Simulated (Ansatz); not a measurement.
## Reading a calculation: SnO

**The experiment.** The Crystallography Open Database holds a cell as deposited of tetragonal SnO (space group P4/nmm), temperature not stated (1981, doi:10.1016/0022-4596(81)90068-2): a, c = 3.799, 4.841 Å, 17.46 Å³/atom.

The computed numbers are results of PBE, scalar-relativistic (no spin polarisation) in the plane-wave PAW code Ansatz at 420 eV, Γ-centred 10×10×8 mesh, 0.05 eV Gaussian smearing. The datasets are Ansatz's generated set soft_2.

The chain of runs began from a cell as deposited in COD, expanded in volume.

The relaxed structure (symmetry read at 0.01 Å). The structure is tetragonal, space group P4/nmm (No. 129). The conventional cell has a = 3.868 Å, b = 3.868 Å, c = 5.068 Å, α = 90.00°, β = 90.00°, γ = 90.00°. Sn (site symmetry 4mm) is surrounded by 4 O at 2.25 Å. O (site symmetry -4m2) is surrounded by 4 Sn at 2.25 Å. (Shells end 15 % past the nearest neighbour.)

Results at this level of theory:

```
Volume                                                : 18.96 Å³/atom
Band gap                                              : 0.50 eV
Smallest direct gap                                   : 1.94 eV
Bader charges                                         : Sn 1.27; O -1.27 e
Formation energy from the elements (0 K, uncorrected) : -1.28 eV/atom (from white tin)
```

It is indirect: 0.50 eV, against 1.94 eV for the smallest direct gap. Within 0.6 eV of the edges the projected states are 45 % O 2p at the top of the valence band and 79 % Sn 5p at the bottom of the conduction band. The valence edge mixes several shells, so no single label fits the gap.

Bader charges against formal ones: Sn +1.27 (+2), O −1.27 (−2). The cations give up 63 % of the formal charge; Bader charges stay under formal ones because the anions' density reaches into the cations' basins, the more so the higher the formal charge and the softer the anion.

**Comparison.** The computed cell (3.868, 5.068 Å, 18.96 Å³/atom) differs from the database's by +8.6 % in volume, about +2.8 % in length. The axes miss by +1.8 %, +4.7 %. The axes miss by different amounts; where weakly bound layers or chains set an axis, functionals without a dispersion term leave it too long. The database's entry may also be off.

The structure is layered, and this functional has no dispersion term, so the layers' spacing is poorly fixed, often too long, and so is what hangs on it.
